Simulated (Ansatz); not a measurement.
Given:

Be$_{2}$C (antifluorite type, space group Fm-3m)

```
CELL_PARAMETERS angstrom
      0.00000     2.16420     2.16420
      2.16420     0.00000     2.16420
      2.16420     2.16420     0.00000
ATOMIC_POSITIONS crystal
  Be 0.75000 0.75000 0.75000
  Be 0.25000 0.25000 0.25000
  C  0.00000 0.00000 0.00000
```

This relaxed cell (volume V₀) is scaled evenly in all directions, its shape held. Symmetry pins the atoms to their sites.

Calculation: PBE (plane waves to 420 eV, PAW, scalar-relativistic; Ansatz, a first-principles code). k mesh 13×13×13 (Γ-centred), Fermi-Dirac smearing 0.05 eV. E stands for the smeared free energy. Stress and pressure are positive under compression. Be2C was relaxed with its symmetry unable to fall. The zero of ΔE is the relaxed starting cell.

The scan covers V/V₀ from 0.840 to 1.160 in 9 points.

Question: What is ΔE at V/V₀ = 1.160?

Answer: 87.0 meV/atom.

Question: What pressure does the cell carry at V/V₀ = 0.840?

Answer: 47.6 GPa.

Question: What is ΔE at V/V₀ = 0.840?

Answer: 141.1 meV/atom.

(A scan under strain: stresses follow from slopes of the energy per volume, elastic moduli from its curvatures.)
